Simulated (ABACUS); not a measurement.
Worked example: self-consistent single point of Te2Mo (P2_1/m, 6 atoms in the cell; from Materials Project mp-602, changed as shown) in ABACUS.

Level of theory: PBE, PseudoDojo 0.5 standard norm-conserving PBE (tails mended) pseudopotentials (plane waves; ABACUS 3.10.1).

The change in words: lattice vector b scaled by 1.01. Reference geometry (P6_3/mmc):
```xyz
6
Lattice="3.5657 0.0000 0.0000 -1.7828 3.0879 0.0000 0.0000 0.0000 14.6478" Properties=species:S:1:pos:R:3 pbc="T T T"
Te     0.0000     2.0586     9.1962
Te     1.7828     1.0293     5.4516
Te     1.7828     1.0293     1.8723
Te     0.0000     2.0586    12.7755
Mo     0.0000     2.0586     3.6619
Mo     1.7828     1.0293    10.9858
```

Reference input (self-consistent single point, DFT, PBE, plane waves, PseudoDojo 0.5 standard norm-conserving PBE (tails mended) pseudopotentials): KPT = Gamma 5 5 1 0 0 0; basis_type = pw; dft_functional = PBE; ecutwfc = 82.3 Ry; smearing_method = gaussian; smearing_sigma = 0.00367493 Ry; potentials = PseudoDojo 0.5 standard norm-conserving PBE (tails mended); symmetry = 1; symmetry_prec = 1e-05; ks_solver = dav_subspace; scf_nmax = 100; scf_thr = 1.0e-09 Ry. This run's input differs from it in these lines:

```diff
@@ -29,3 +29,3 @@
    3.5656500000    0.0000000000    0.0000000000
-  -1.7828250000    3.0879430000    0.0000000000
+  -1.8006530000    3.1188220000    0.0000000000
    0.0000000000    0.0000000000   14.6477800000
```

Output (repeated stretches shortened):

```
 SELF-CONSISTENT
 -------------------------------------------
                                 init_chg = atomic

 PW ALGORITHM --------------- ION=   1  ELEC=   1--------------------------------

 Notice: Threshold on eigenvalues was too large.

 Density error is 0.384698297775
                          Error Threshold = 0.000418586996241
 E_KohnSham     -1119.3460934784     -15229.4849053465
 E_Fermi        0.8813962726         11.9920115037

 PW ALGORITHM --------------- ION=   1  ELEC=   2--------------------------------

 Density error is 3.7136224274
                          Error Threshold = 0.000418150323668
   [... lines left out ...]

 Density error is 1.12830107402e-08
                          Error Threshold = 5.50453262474e-11
 E_KohnSham     -1119.5132205046     -15231.7587851924
 E_Fermi        0.8772635041         11.9357823035

 PW ALGORITHM --------------- ION=   1  ELEC=  10--------------------------------

 Density error is 3.78785628881e-10
                          Error Threshold = 1.22641421089e-11
 E_KohnSham     -1119.5132205072     -15231.7587852290
 E_KS(sigma->0) -1119.5132205072     -15231.7587852290
 E_entropy(-TS) -0.0000000000        -0.0000000000
 E_Fermi        0.8772695957         11.9358651838
 charge density convergence is achieved
 final etot is -15231.758785 eV
 EFERMI = 11.935865184 eV

 STATE ENERGY(eV) AND OCCUPATIONS    NSPIN == 1
   [... 53 lines left out ...]

 TOTAL-FORCE (eV/Angstrom)
                       Te1         0.0195970356         0.0330650469        -0.0855216974
                       Te2        -0.0195970356        -0.0330650469         0.0855216974
                       Te3        -0.0195970356        -0.0330650469        -0.0855216974
                       Te4         0.0195970356         0.0330650469         0.0855216974
                       Mo1         0.0386587370         0.0651374692         0.0000000000
                       Mo2        -0.0386587370        -0.0651374692         0.0000000000

 TOTAL-STRESS (KBAR)
        -1.0135811072         2.5367641268         0.0000000000
         2.5367641268        -9.9340658659         0.0000000000
         0.0000000000         0.0000000000        12.3171123849
 TOTAL-PRESSURE: 0.456488 KBAR

 --------------------------------------------
 !FINAL_ETOT_IS -15231.7587852289925650 eV
 --------------------------------------------
```

The run converged in 10 iterations. Against the reference run the free energy is nearly the same (within 1 meV/atom), the pressure goes from 0.87 to 0.05 GPa and the largest force goes from 0.172 to 0.094 eV/Å.

Spin-orbit coupling is left out, which matters for bands and gaps with elements this heavy. The structure comes from a collection of computed structures, made at another level of theory; the collection holds predicted forms beside known ones.

Cost on one core: about 7 core-minutes (a rough figure).

“Tails mended”: in these copies of the files the far tail of each local potential was reset to the Coulomb form.
